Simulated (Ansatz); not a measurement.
In3Ru in space group P4_2/mnm (No. 136; In on 8j, In on 4c, Ru on 4f), PBE (plane waves, PAW; program Ansatz), all energies at zero smearing, with the estimated change up to a 700 eV cutoff added, with one set of potentials and settings (totals compare only within such a set). Cell of 16 atoms (12 In, 4 Ru): -90691.180 eV.

| element | reference phase | E (eV/atom) |
|---|---|---|
| In | I4/mmm, 1 atoms in the cell | -5597.8481 |
| Ru | P6_3/mmc, 2 atoms in the cell | -5878.6876 |

Formation energy per atom, worked out: (-90691.180 − 12×(-5597.8481) − 4×(-5878.6876))/16 = -0.141 eV/atom (-14 kJ per mol of atoms), at 0 K, without zero-point energy or fitted corrections.

The first step of the workflow began from a Materials Project structure, measured or hypothetical; the Crystallography Open Database copy checked does not list it. Its standing as an ambient phase is unchecked. The PBE relaxation kept the symmetry of its start; whether a distortion lowers the energy is not shown. The run is not spin-polarised. The references are the lowest solids computed at this level, not always the standard phases.

Potentials: the later of the program's two PAW sets.
